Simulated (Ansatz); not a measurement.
W (bcc, W type)

```xyz
4
Lattice="-6.3670 6.3670 6.3670 1.5918 -1.5918 1.5918 1.5918 1.5918 -1.5918" Properties=species:S:1:pos:R:3 pbc="T T T"
W      0.0000     0.0000     0.0000
W     -3.1835     3.1835     3.1835
W     -1.5918     1.5918     1.5918
W     -1.5918     4.7753     4.7753
```

In each cell atom 4 (W, nearest neighbour W at 2.757 Å; its periodic images, 2.8 Å or more away, move with it) moves by s·(0.000, 0.000, 1.000) (along Cartesian z), the rest being held.

Method: PBE (plane waves to 420 eV, PAW, scalar-relativistic; Ansatz, a quantum-chemistry and plane-wave program). k mesh 4×16×16 (Γ-centred), Fermi-Dirac smearing 0.05 eV. Left out: 2 of 11 points, with atoms too close for the PAW data. With partly filled bands, energies and forces of such displacements shift with the k mesh and the smearing. F∥ is the force on the atom along that direction. F⊥ is the part of the force across the line. On this mesh the relaxed cell isn't quite at rest: it carries a pressure of -0.2 GPa (compression positive) at the zero of the scan. Spin-orbit coupling is left out, though W is heavy. W is run without spin polarisation. W was relaxed with its symmetry unable to fall. 

```json
[
 {"s (Å)": "-0.664", "|F⊥| (eV/Å)": "4.010", "F∥ (eV/Å)": "…"},
 {"s (Å)": "-0.498", "|F⊥| (eV/Å)": "2.774", "F∥ (eV/Å)": "6.211"},
 {"s (Å)": "-0.332", "|F⊥| (eV/Å)": "…", "F∥ (eV/Å)": "4.112"},
 {"s (Å)": "-0.166", "|F⊥| (eV/Å)": "…", "F∥ (eV/Å)": "1.963"},
 {"s (Å)": "0.000", "|F⊥| (eV/Å)": "0.000", "F∥ (eV/Å)": "0.000"},
 {"s (Å)": "0.166", "|F⊥| (eV/Å)": "…", "F∥ (eV/Å)": "-1.963"},
 {"s (Å)": "0.332", "|F⊥| (eV/Å)": "…", "F∥ (eV/Å)": "-4.112"},
 {"s (Å)": "0.498", "|F⊥| (eV/Å)": "2.774", "F∥ (eV/Å)": "-6.211"},
 {"s (Å)": "0.664", "|F⊥| (eV/Å)": "4.010", "F∥ (eV/Å)": "…"}
]
```

Problem. Some entries are withheld; supply them.

Solution. 
- -0.664, F∥ (eV/Å): 7.349
- -0.332, |F⊥| (eV/Å): 1.747
- -0.166, |F⊥| (eV/Å): 0.819
- 0.166, |F⊥| (eV/Å): 0.819
- 0.332, |F⊥| (eV/Å): 1.747
- 0.664, F∥ (eV/Å): -7.349

(For displaced atoms, the force is minus the slope of the energy, and its curvature is a force constant, which sets phonon frequencies.)
